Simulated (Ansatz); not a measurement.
HfC:
```
CELL_PARAMETERS angstrom
      0.00000     2.32033     2.32033
      2.32033     0.00000     2.32033
      2.32033     2.32033     0.00000
ATOMIC_POSITIONS crystal
  C  0.00000 0.00000 0.00000
  Hf 0.50000 0.50000 0.50000
```

Relaxed with r²SCAN.

### Question
Decompose the optical modes at the zone centre into irreducible representations, and say which are infrared and Raman allowed.

### Answer
Point group m-3m: Γ_opt = T1u. Infrared: T1u. Raman: none.

### Question
Assign frequencies (DFPT, plane-wave PAW r²SCAN (Ansatz code)).

### Answer
T1u 422 cm⁻¹.

Space group Fm-3m (rock salt). Symmetry was held in the r²SCAN relaxation; of distortions, only those at the zone centre were tested. The run is not spin-polarised. As this level gives no gap, phonon frequencies hold no LO–TO term and depend on the k-mesh and smearing (Fermi–Dirac, 0.1 eV here). Spin–orbit coupling is left out wherever it is not named.

Potentials: the later of the program's two PAW sets.
